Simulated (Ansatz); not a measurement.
The relaxed structure here is a generated cell of Ga2Cu: the first start was made by a random draw of sites in a space group, and the end was not matched to a known phase here, so it may be hypothetical.

A relaxed structure of Ga2Cu. Space group R-3m (No. 166). Calculation: PBEsol (plane waves to 420 eV, PAW, scalar-relativistic; Ansatz, an electronic-structure program).

```xyz
9
Lattice="4.0556 2.3415 2.6566 -4.0556 2.3415 2.6566 0.0000 -4.6830 2.6566" Properties=species:S:1:pos:R:3 pbc="T T T"
Cu     0.0000     2.3415     2.6566
Cu    -2.0278    -1.1708     2.6566
Cu     2.0278    -1.1708     2.6566
Ga     0.0000     0.0000     5.2097
Ga     0.0000     0.0000     2.7601
Ga     0.0000    -2.3415     1.3283
Ga     2.0278     1.1708     1.3283
Ga    -2.0278     1.1708     1.3283
Ga     0.0000     0.0000     0.0000
```

- Volume per atom: 16.82 Å³
- Band gap: no gap (metallic)
- Shortest distances: Cu–Ga 2.34 Å; Ga–Ga 2.45 Å; Cu–Cu 3.54 Å
- k-mesh: 9×9×9

Band energies at high-symmetry points (eV from the Fermi level; labels of this space group; no spin-orbit coupling), from −5 eV up to 5.0 eV:

```csv
point,energies
Γ,-3.78 -3.47 -3.47 -3.36 -3.36 -3.08 -3.08 -2.99 -2.97 -2.94 -2.94 -2.79 -2.79 -2.62 -2.56 -2.38 -2.38 -2.15 -2.15 -0.50 -0.45 0.68 0.87 0.87 2.06 2.06 2.10 3.48 3.48
L,-4.68 -4.39 -4.23 -4.10 -3.58 -3.57 -3.23 -3.16 -3.13 -3.03 -2.98 -2.88 -2.84 -2.78 -2.62 -2.49 -2.42 -2.19 -1.79 -1.30 -0.73 0.08 0.29 0.66 1.04 1.75 2.68 3.02 3.32 4.86
T,-3.64 -3.64 -3.30 -3.17 -3.17 -3.17 -3.11 -3.11 -2.98 -2.80 -2.75 -2.75 -2.46 -2.46 -2.16 1.68 2.42 2.42 2.45 2.45 3.34 3.34 4.56 4.57 4.79 4.79
P0,-4.95 -4.95 -3.67 -3.56 -3.56 -3.26 -3.18 -3.18 -3.16 -3.10 -3.10 -2.96 -2.80 -2.77 -2.77 -2.46 -2.46 -1.60 1.16 1.17 1.17 2.17 2.17 2.78 3.31 3.31 3.38 3.89 4.37 4.37
P2,-4.95 -4.95 -3.67 -3.56 -3.56 -3.26 -3.18 -3.18 -3.16 -3.10 -3.10 -2.96 -2.80 -2.77 -2.77 -2.46 -2.46 -1.60 1.16 1.17 1.17 2.17 2.17 2.78 3.31 3.31 3.38 3.89 4.37 4.37
F,-4.97 -4.45 -3.65 -3.63 -3.59 -3.52 -3.49 -3.30 -3.10 -3.04 -2.97 -2.96 -2.90 -2.78 -2.72 -2.57 -2.22 -1.99 -1.44 -1.36 -1.32 -0.14 0.40 1.88 2.67 2.82 3.53 4.02 4.42
```

No spin polarisation in the result.

The run could not lower the symmetry of its start; a shaken copy of this end point relaxes with PBEsol to P-1 (No. 2), 0.25 eV/atom lower.
